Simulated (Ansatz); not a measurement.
Data:

MoRu:
```xyz
2
Lattice="2.7534 0.0000 0.0000 -1.3767 2.3845 0.0000 0.0000 0.0000 4.4256" Properties=species:S:1:pos:R:3 pbc="T T T"
Mo     1.3767     0.7948     0.0000
Ru     0.0000     1.5897     2.2128
```

This is the r²SCAN-relaxed structure. Tensor components refer to the Cartesian frame of this cell.

Q: All from plane-wave PAW r²SCAN (Ansatz code), unless another level is named. Estimate the highest zone-centre frequency.

A: 18.0 meV.

Q: Next, the bulk modulus (Birch–Murnaghan fit)?

A: 293 GPa.

Q: Predict the elastic constants (relaxed ions, GPa).

A: C11 = 451, C12 = 248, C13 = 175, C33 = 554, C44 = 113.

Space group P-6m2. The workflow started from a Materials Project entry (that database holds measured and hypothetical structures alike); the Crystallography Open Database copy checked does not list it. With Mo and Ru taken as one species the cell has the higher symmetry P6_3/mmc, so it may be an ordered model of a mixed-site phase. Whether it is the stable phase at ambient conditions was not checked. The r²SCAN relaxation kept the symmetry of its start; of distortions, only those at the zone centre were tested. The run is not spin-polarised. As this level gives no gap, shear constants depend on the k-mesh and smearing (Fermi–Dirac, 0.1 eV here). On the denser mesh and wider smearing of the elastic run this cell carries a stress of 0.4 GPa.

Potentials: the later of the program's two PAW sets.
